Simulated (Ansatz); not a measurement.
## Zn3Cd2Se5 (I-4m2) at 2 levels of theory

One geometry, relaxed with PBE; plane waves with PAW potentials in Ansatz, scalar-relativistic. No spin polarisation. Gaps are the least over mesh and band path; pressure is positive in compression.

```xyz
10
Lattice="-2.0821 2.0821 14.9198 2.0821 -2.0821 14.9198 2.0821 2.0821 -14.9198" Properties=species:S:1:pos:R:3 pbc="T T T"
Zn    0.0000    0.0000   27.0629
Zn    0.0000    0.0000   14.9198
Zn    0.0000    0.0000    2.7766
Cd    0.0000    0.0000   20.7323
Cd    0.0000    0.0000    9.1073
Se    2.0821    0.0000   13.5329
Se    2.0821    0.0000    1.3869
Se    0.0000    2.0821    4.1546
Se    2.0821    0.0000    7.4599
Se    0.0000    2.0821   10.7652
```

```
level  cutoff (eV)    k mesh  gap (eV)  pressure (GPa)
  PBE          420  10×10×10      0.77             0.0
```

Question: What comes out on the same cell with PBEsol?

Answer:
```tsv
level	cutoff (eV)	k mesh	gap (eV)	pressure (GPa)
PBEsol	420	10×10×10	0.65	-2.8
```

The cell was found from a structure generator's guess, not taken from experiment.
